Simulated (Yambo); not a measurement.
Rb₂Ni₃S₄ (space group Fmmm, No. 69), G0W0@PBEsol in Yambo with this input:

```
rim_cut
gw0
dyson
el_el_corr
HF_and_locXC
ppa
em1d
RandQpts= 1000000
RandGvec= 1 Ry
EXXRLvcs= 98 Ry
VXCRLvcs= 392 Ry
Chimod= "HARTREE"
% BndsRnXp
 13 | 302 |
%
NGsBlkXp= 7 Ry
% LongDrXp
 1.0 | 1.0 | 1.0 |
%
PPAPntXp= 27.2114 eV
% GbndRnge
 1 | 302 |
%
GTermKind= "BG"
DysSolver= "n"
ExtendOut
```

On a 2×2×2 mesh, with wavefunctions cut at 98 Ry, the gap ((0, -0.5, -0.5) → (0, -0.5, -0.5)) is 1.880 eV and the valence edge shifts by -0.202 eV.

**Question.** What happens with this change: 6 Ry block?

**Answer.** The gap rises by 0.042 eV, to 1.922 eV; the shift of the valence edge becomes -0.216 eV. Neither run is shown to be the converged limit. In the run with 302 bands and a 7 Ry block, which covers more k points, the smallest G0W0 gap is 1.82 eV, (-0.5, -0.5, 0) → (0, -0.5, -0.5). The mesh misses a band edge: along a dense path the PBEsol gap is 0.66 eV against 0.97 eV on the mesh.

Geometry of the Materials Project entry, not relaxed at this level; primitive cell a = 8.4859 Å, b = 7.4776 Å, c = 5.7687 Å, α = 78.51°, β = 59.72°, γ = 41.77°.

The structure is a Materials Project entry; no match was found in the copy of COD used, and its stability was not checked.

The runs are not spin-polarised; magnetic order was not tried.

A shift is the quasiparticle energy of the state minus its PBEsol energy.
